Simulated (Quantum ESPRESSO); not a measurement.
## Sn4W3Ru (one run as intended and one with a planted mistake)

Simulated, not a measurement. The program is pw.x of Quantum ESPRESSO 7.5 (plane-wave density functional theory). The cell is made up: eight metal atoms on a face-centred cubic lattice, with elements, volume, strain and displacements drawn at random and not relaxed, so it may be unstable or far from any real phase. PseudoDojo standard norm-conserving files set the functional (PBE unless stated); there is no spin polarisation or spin-orbit coupling, the Fermi-Dirac width of 0.25 eV means electrons at about 2900 K, and the masses in the input are unused placeholders. The tin pseudopotential is less sure than most, with forces differing by about three percent from a second method on plain tin. Heavy elements are run without spin-orbit coupling, which real alloys of them have. A spin test at this wide smearing found no moment, but such smearing suppresses magnetism that the real alloy may have.

Intended input:

```
&control calculation='scf', pseudo_dir='./dojo.nc.sr.pbe.v0_5.standard.upf', outdir='./o', disk_io='minimal', tprnfor=.true., tstress=.true. /
&system ibrav=0, nat=8, ntyp=3, nbnd=70, ecutwfc=92.02030273, nosym=.true., tot_charge=0,
 occupations='smearing', smearing='fd', degauss=0.0183746611
/
&electrons conv_thr=1.470e-08, electron_maxstep=70, mixing_beta=0.5 /
ATOMIC_SPECIES
Ru 1.0 Ru.upf
Sn 1.0 Sn.upf
W 1.0 W.upf
CELL_PARAMETERS angstrom
0.0112 -0.0583 -4.1856
4.1237 -0.0681 -0.0112
0.1361 -8.1542 -0.1166
ATOMIC_POSITIONS angstrom
Sn -0.0259 0.0118 0.0633
W 0.0724 -4.0982 -0.0997
W 2.1262 -2.0682 -0.0563
W 2.1983 -6.1615 -0.043
Sn 0.0602 -2.086 -2.134
Sn 0.0558 -6.1773 -2.211
Sn 2.0845 -0.0991 -2.0549
Ru 2.1159 -4.1204 -2.1601
K_POINTS automatic
6 6 3 1 1 1
```

The log is shortened where brackets say so; the opening notice, blank lines, dates and the lines on written files are dropped, and the path of the files is cut. It prints rydbergs, bohrs and kilobars, and counts compression as positive stress. Its total energy is the free energy E - TS of the whole cell.

Log of the intended run:

```
     Program PWSCF v.7.5
     Parallel version (MPI & OpenMP), running on       4 processor cores
     Number of MPI processes:                 4
     Threads/MPI process:                     1
     [start-up lines left out]
     bravais-lattice index     =            0
     lattice parameter (alat)  =       7.9104  a.u.
     unit-cell volume          =     949.3227 (a.u.)^3
     number of atoms/cell      =            8
     number of atomic types    =            3
     number of electrons       =       114.00
     number of Kohn-Sham states=           70
     kinetic-energy cutoff     =      92.0203  Ry
     charge density cutoff     =     368.0812  Ry
     scf convergence threshold =      1.5E-08
     mixing beta               =       0.5000
     number of iterations used =            8  plain     mixing
     Exchange-correlation= PBE
                           (   1   4   3   4   0   0   0)
     [axes and pseudopotential details left out]
   Cartesian axes
     site n.     atom                  positions (alat units)
         1        Sn     tau(   1) = (  -0.0061873   0.0028189   0.0151218  )
         2        W      tau(   2) = (   0.0172957  -0.9790204  -0.0238174  )
         3        W      tau(   3) = (   0.5079287  -0.4940730  -0.0134495  )
         4        W      tau(   4) = (   0.5251526  -1.4719229  -0.0102723  )
         5        Sn     tau(   5) = (   0.0143812  -0.4983253  -0.5097920  )
         6        Sn     tau(   6) = (   0.0133301  -1.4756973  -0.5281866  )
         7        Sn     tau(   7) = (   0.4979669  -0.0236740  -0.4908958  )
         8        Ru     tau(   8) = (   0.5054681  -0.9843238  -0.5160270  )
     number of k points=    54  Fermi-Dirac smearing, width (Ry)=  0.0184
                       cart. coord. in units 2pi/alat
        k(    1) = (   0.0829994  -0.0830023  -0.0819635), wk =   0.0370370
        k(    2) = (   0.0886410   0.2593983  -0.0867176), wk =   0.0370370
     [further k points left out]
     Dense  grid:   113187 G-vectors     FFT dimensions: (  50,  48,  96)
     Estimated max dynamical RAM per process >     409.32 MB
     Estimated total dynamical RAM >       1.52 GB
     Initial potential from superposition of free atoms
     starting charge     113.9915, renormalised to     114.0000
     Starting wfcs are   76 randomized atomic wfcs
     total cpu time spent up to now is        6.6 secs
     per-process dynamical memory:   327.4 Mb
     Self-consistent Calculation
     iteration #  1     ecut=    92.02 Ry     beta= 0.50
     Davidson diagonalization with overlap
     ethr =  1.00E-02,  avg # of iterations =  3.2
     Threshold (ethr) on eigenvalues was too large:
     Diagonalizing with lowered threshold
     Davidson diagonalization with overlap
     ethr =  6.22E-04,  avg # of iterations =  2.8
     total cpu time spent up to now is       37.1 secs
     total energy              =   -1286.87188899 Ry
     estimated scf accuracy    <       0.73506714 Ry
     iteration #  2     ecut=    92.02 Ry     beta= 0.50
     Davidson diagonalization with overlap
     ethr =  6.45E-04,  avg # of iterations =  3.5
     total cpu time spent up to now is       53.1 secs
     total energy              =   -1286.81191442 Ry
     estimated scf accuracy    <       4.70119136 Ry
     [iterations 3 to 12 left out]
     iteration # 13     ecut=    92.02 Ry     beta= 0.50
     Davidson diagonalization with overlap
     ethr =  1.69E-10,  avg # of iterations =  2.0
     total cpu time spent up to now is      210.1 secs
     total energy              =   -1287.23590389 Ry
     estimated scf accuracy    <       0.00000003 Ry
     iteration # 14     ecut=    92.02 Ry     beta= 0.50
     Davidson diagonalization with overlap
     ethr =  2.66E-11,  avg # of iterations =  1.8
     total cpu time spent up to now is      223.2 secs
     End of self-consistent calculation
     [lines on levels left out]
!    total energy              =   -1287.23590389 Ry
     estimated scf accuracy    <          2.3E-09 Ry
     smearing contrib. (-TS)   =      -0.11675955 Ry
     internal energy E=F+TS    =   -1287.11914434 Ry
     The total energy is F=E-TS. E is the sum of the following terms:
     one-electron contribution =    -213.70085951 Ry
     hartree contribution      =     192.27882390 Ry
     xc contribution           =    -310.69220623 Ry
     ewald contribution        =    -955.00490250 Ry
     convergence has been achieved in  14 iterations
     Forces acting on atoms (cartesian axes, Ry/au):
     atom    1 type  2   force =     0.02020688   -0.00596885   -0.02445407
     atom    2 type  3   force =    -0.00286436   -0.00294527    0.00376302
     atom    3 type  3   force =    -0.00402338   -0.07606762    0.00417845
     atom    4 type  3   force =    -0.00848915    0.07101385   -0.01382207
     atom    5 type  2   force =    -0.00651475   -0.13148848    0.00231671
     atom    6 type  2   force =     0.03179328    0.14501778    0.02476029
     atom    7 type  2   force =    -0.02271810    0.00738075    0.00119923
     atom    8 type  1   force =    -0.00739041   -0.00694216    0.00205845
     Total force =     0.229933     Total SCF correction =     0.000309
     Computing stress (Cartesian axis) and pressure
          total   stress  (Ry/bohr**3)                   (kbar)     P=      144.73
   0.00087894   0.00009181   0.00003508          129.30       13.51        5.16
   0.00009181   0.00078101  -0.00008292           13.51      114.89      -12.20
   0.00003508  -0.00008292   0.00129163            5.16      -12.20      190.01
     init_run     :      6.08s CPU      6.40s WALL (       1 calls)
     electrons    :    211.13s CPU    216.61s WALL (       1 calls)
     forces       :      2.53s CPU      2.56s WALL (       1 calls)
     stress       :      8.90s CPU      9.11s WALL (       1 calls)
     [timing details left out]
     PWSCF        :   3m48.85s CPU   3m54.96s WALL
     JOB DONE.
```

A second run has one planted mistake: one coordinate of one atom is wrong. The input lines that differ:

```
- W 0.0724 -4.0982 -0.0997
+ W 0.0724 -4.2282 -0.0997
```

Its log:

```
     Program PWSCF v.7.5
     Parallel version (MPI & OpenMP), running on       4 processor cores
     Number of MPI processes:                 4
     Threads/MPI process:                     1
     [start-up lines left out]
     bravais-lattice index     =            0
     lattice parameter (alat)  =       7.9104  a.u.
     unit-cell volume          =     949.3227 (a.u.)^3
     number of atoms/cell      =            8
     number of atomic types    =            3
     number of electrons       =       114.00
     number of Kohn-Sham states=           70
     kinetic-energy cutoff     =      92.0203  Ry
     charge density cutoff     =     368.0812  Ry
     scf convergence threshold =      1.5E-08
     mixing beta               =       0.5000
     number of iterations used =            8  plain     mixing
     Exchange-correlation= PBE
                           (   1   4   3   4   0   0   0)
     [axes and pseudopotential details left out]
   Cartesian axes
     site n.     atom                  positions (alat units)
         1        Sn     tau(   1) = (  -0.0061873   0.0028189   0.0151218  )
         2        W      tau(   2) = (   0.0172957  -1.0100762  -0.0238174  )
         3        W      tau(   3) = (   0.5079287  -0.4940730  -0.0134495  )
         4        W      tau(   4) = (   0.5251526  -1.4719229  -0.0102723  )
         5        Sn     tau(   5) = (   0.0143812  -0.4983253  -0.5097920  )
         6        Sn     tau(   6) = (   0.0133301  -1.4756973  -0.5281866  )
         7        Sn     tau(   7) = (   0.4979669  -0.0236740  -0.4908958  )
         8        Ru     tau(   8) = (   0.5054681  -0.9843238  -0.5160270  )
     number of k points=    54  Fermi-Dirac smearing, width (Ry)=  0.0184
                       cart. coord. in units 2pi/alat
        k(    1) = (   0.0829994  -0.0830023  -0.0819635), wk =   0.0370370
        k(    2) = (   0.0886410   0.2593983  -0.0867176), wk =   0.0370370
     [further k points left out]
     Dense  grid:   113187 G-vectors     FFT dimensions: (  50,  48,  96)
     Estimated max dynamical RAM per process >     409.32 MB
     Estimated total dynamical RAM >       1.52 GB
     Initial potential from superposition of free atoms
     starting charge     113.9915, renormalised to     114.0000
     Starting wfcs are   76 randomized atomic wfcs
     total cpu time spent up to now is        8.8 secs
     per-process dynamical memory:   327.4 Mb
     Self-consistent Calculation
     iteration #  1     ecut=    92.02 Ry     beta= 0.50
     Davidson diagonalization with overlap
     ethr =  1.00E-02,  avg # of iterations =  3.1
     Threshold (ethr) on eigenvalues was too large:
     Diagonalizing with lowered threshold
     Davidson diagonalization with overlap
     ethr =  6.33E-04,  avg # of iterations =  2.5
     total cpu time spent up to now is       42.7 secs
     total energy              =   -1286.86222045 Ry
     estimated scf accuracy    <       0.74807596 Ry
     iteration #  2     ecut=    92.02 Ry     beta= 0.50
     Davidson diagonalization with overlap
     ethr =  6.56E-04,  avg # of iterations =  3.6
     total cpu time spent up to now is       59.5 secs
     total energy              =   -1286.79105172 Ry
     estimated scf accuracy    <       4.82068018 Ry
     [iterations 3 to 12 left out]
     iteration # 13     ecut=    92.02 Ry     beta= 0.50
     Davidson diagonalization with overlap
     ethr =  2.40E-10,  avg # of iterations =  2.0
     total cpu time spent up to now is      235.6 secs
     total energy              =   -1287.23303037 Ry
     estimated scf accuracy    <       0.00000003 Ry
     iteration # 14     ecut=    92.02 Ry     beta= 0.50
     Davidson diagonalization with overlap
     ethr =  2.69E-11,  avg # of iterations =  2.0
     total cpu time spent up to now is      250.9 secs
     End of self-consistent calculation
     [lines on levels left out]
!    total energy              =   -1287.23303036 Ry
     estimated scf accuracy    <          6.1E-09 Ry
     smearing contrib. (-TS)   =      -0.11525752 Ry
     internal energy E=F+TS    =   -1287.11777285 Ry
     The total energy is F=E-TS. E is the sum of the following terms:
     one-electron contribution =    -214.43135695 Ry
     hartree contribution      =     192.64610946 Ry
     xc contribution           =    -310.70465968 Ry
     ewald contribution        =    -954.62786568 Ry
     convergence has been achieved in  14 iterations
     Forces acting on atoms (cartesian axes, Ry/au):
     atom    1 type  2   force =     0.02038647   -0.01481741   -0.02419690
     atom    2 type  3   force =    -0.00190625    0.02707695   -0.00164887
     atom    3 type  3   force =    -0.00453608   -0.07256366    0.00337051
     atom    4 type  3   force =    -0.00871674    0.07309409   -0.01512019
     atom    5 type  2   force =    -0.00689607   -0.14599776    0.00632727
     atom    6 type  2   force =     0.03135134    0.12754059    0.02788494
     atom    7 type  2   force =    -0.02230822    0.00608758    0.00139092
     atom    8 type  1   force =    -0.00737445   -0.00042037    0.00199232
     Total force =     0.230065     Total SCF correction =     0.000398
     Computing stress (Cartesian axis) and pressure
          total   stress  (Ry/bohr**3)                   (kbar)     P=      148.49
   0.00089742   0.00009663   0.00003669          132.01       14.22        5.40
   0.00009663   0.00081087  -0.00008214           14.22      119.28      -12.08
   0.00003669  -0.00008214   0.00131988            5.40      -12.08      194.16
     init_run     :      8.17s CPU      8.77s WALL (       1 calls)
     electrons    :    235.89s CPU    242.07s WALL (       1 calls)
     forces       :      2.53s CPU      2.55s WALL (       1 calls)
     stress       :      9.81s CPU     10.05s WALL (       1 calls)
     [timing details left out]
     PWSCF        :   4m16.47s CPU   4m23.60s WALL
     JOB DONE.
```

```
                                            intended run  run with the mistake
                          free energy (eV)    -17513.737            -17513.698
         entropy term -TS, part of it (eV)        -1.589                -1.568
                            pressure (GPa)         14.47                 14.85
size of the largest force component (eV/Å)         3.729                 3.754
largest change of a force component (eV/Å)                               0.772
                                iterations            14                    14
```

For scale, a rerun of the intended cell at a higher cutoff and on a denser mesh moved values by no more than 0.008 eV in energy, 0.13 GPa in stress and 0.020 eV/Å in force, and a second program with other atomic files agreed on that cell to 2 % rms in force and 0.5 GPa in pressure.